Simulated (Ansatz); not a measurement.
¹¹⁹Sn Mössbauer parameters in CdS with Sn replacing Cd

Cell: a supercell of CdS (wurtzite type, P6_3mc) built from a structure deposited in the COD, with the ions relaxed around the defect (PBE).

```cif
data_structure
_symmetry_space_group_name_H-M 'P 1'
_symmetry_Int_Tables_number 1
_cell_length_a 8.3000
_cell_length_b 12.4500
_cell_length_c 13.4740
_cell_angle_alpha 90.000
_cell_angle_beta 90.000
_cell_angle_gamma 120.000
_cell_volume 1205.80
loop_
_atom_site_label
_atom_site_type_symbol
_atom_site_fract_x
_atom_site_fract_y
_atom_site_fract_z
_atom_site_occupancy
Sn1 Sn 0.13441 0.23700 0.00508 1
Cd2 Cd 0.16736 0.22158 0.49781 1
Cd3 Cd 0.17110 0.55636 0.99802 1
Cd4 Cd 0.16769 0.55583 0.49862 1
Cd5 Cd 0.16971 0.89840 0.99994 1
Cd6 Cd 0.16839 0.88701 0.50293 1
Cd7 Cd 0.64891 0.21796 0.99834 1
Cd8 Cd 0.66914 0.22353 0.50152 1
Cd9 Cd 0.68577 0.56192 0.99973 1
Cd10 Cd 0.67448 0.55619 0.49781 1
Cd11 Cd 0.65228 0.87866 0.00018 1
Cd12 Cd 0.66532 0.88455 0.49716 1
Cd13 Cd 0.34615 0.10559 0.25629 1
Cd14 Cd 0.32704 0.11419 0.75066 1
Cd15 Cd 0.34115 0.44405 0.25351 1
Cd16 Cd 0.33866 0.44941 0.74131 1
Cd17 Cd 0.33540 0.77351 0.24772 1
Cd18 Cd 0.33450 0.77926 0.75103 1
Cd19 Cd 0.83750 0.10804 0.25309 1
Cd20 Cd 0.82250 0.10727 0.74165 1
Cd21 Cd 0.83793 0.44154 0.24710 1
Cd22 Cd 0.83581 0.44485 0.75087 1
Cd23 Cd 0.83936 0.77675 0.24859 1
Cd24 Cd 0.83398 0.77759 0.75003 1
S25 S 0.17736 0.21756 0.20445 1
S26 S 0.16008 0.22419 0.68732 1
S27 S 0.17213 0.55121 0.18665 1
S28 S 0.16597 0.55818 0.68644 1
S29 S 0.17274 0.88766 0.18782 1
S30 S 0.16859 0.89160 0.69081 1
S31 S 0.67304 0.21875 0.18666 1
S32 S 0.65984 0.22384 0.68891 1
S33 S 0.67216 0.55408 0.18777 1
S34 S 0.67406 0.55718 0.68563 1
S35 S 0.67031 0.88681 0.18828 1
S36 S 0.66357 0.88412 0.68486 1
S37 S 0.33558 0.10922 0.44329 1
S38 S 0.31296 0.12139 0.94062 1
S39 S 0.33826 0.44582 0.44131 1
S40 S 0.36300 0.46804 0.92821 1
S41 S 0.33285 0.77687 0.43606 1
S42 S 0.32060 0.77747 0.93870 1
S43 S 0.83137 0.10914 0.44102 1
S44 S 0.78167 0.09158 0.92710 1
S45 S 0.83637 0.44289 0.43530 1
S46 S 0.83627 0.44070 0.93910 1
S47 S 0.83835 0.77794 0.43669 1
S48 S 0.83834 0.78270 0.93803 1
```

Atoms are numbered from 1 in the order listed; like atoms form one site, named after its first atom.

The numbers come from a DFT calculation in Ansatz (PBE, plane waves and PAW, scalar-relativistic, 420 eV cutoff, Γ-centred 3×2×2 k-points, Fermi–Dirac smearing 0.01 eV).

Isomer shifts (against SnO₂) follow from the electron density at the nucleus, δ = α(ρ − ρ₀), with α = 0.099 mm s⁻¹ a₀³ and ρ₀ = 183191.44 a₀⁻³ from a line fitted to 8 measured compounds at this level of theory (rms miss 0.12 mm/s). ΔE_Q = ½eQV_zz(1 + η²/3)^½ with Q = -0.132 b for the 23.9 keV state.

**Question.** Where do the absorption lines lie?

**Answer.** Sn (1 atom a cell): δ = 3.80, |ΔE_Q| = 0.24 mm/s, a doublet too narrow to resolve, seen as one line at 3.80 mm/s.

The defect repeats with the cell of 48 atoms, so it feels its images: sites between two images don't show the values beside a lone defect, and zeros or small values of η there can come from the images' arrangement. Without spin–orbit coupling (the program notes it for Sn) the gradients can shift somewhat, as the gap is small. Shifts outside the range of the fitted compounds (-0.5 to 3.2 mm/s for Sn) are extrapolations.

The relaxation (8 steps) took 14 min of wall time (56 min of CPU time) and 8.2 GiB at its peak, on 4 threads of Arm Neoverse V2 (aarch64; 8 cores open to the job, memory cap 10.0 GiB, no GPU), a shared host with a load of 0.8 a core.
